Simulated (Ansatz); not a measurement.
CuI in space group P6_422 (No. 181; Cu on 3c, I on 3d), PBEsol in the plane-wave PAW code Ansatz, all energies at zero smearing, with the estimated change up to a 700 eV cutoff added, with one set of potentials and settings (totals compare only within such a set). Cell of 6 atoms (3 Cu, 3 I): -42063.584 eV.

```tsv
element	reference phase	E (eV/atom)
Cu	Fm-3m, 1 atoms in the cell	-6588.7834
I	Cmce, 4 atoms in the cell	-7432.3869
```

Formation energy per atom, worked out: (-42063.584 − 3×(-6588.7834) − 3×(-7432.3869))/6 = -0.012 eV/atom (-1 kJ per mol of atoms), at 0 K, without zero-point energy or fitted corrections.

The start of the workflow was typed in or built on a structure type; neither database checked (COD, Materials Project) lists it. It is not the phase usual at ambient conditions (space group No. 216). The PBEsol relaxation kept the symmetry of its start; whether a distortion lowers the energy is not shown. The workflow began spin-polarised and lost its moments. The references are the lowest solids computed at this level, not always the standard phases. Scalar-relativistic: spin–orbit coupling is off unless named, which matters more the heavier the elements.

Potentials: the earlier of the program's two PAW sets. The files were generated under PBE; for other functionals the program regenerates the frozen cores, and for LDA and PBEsol the local potential too.
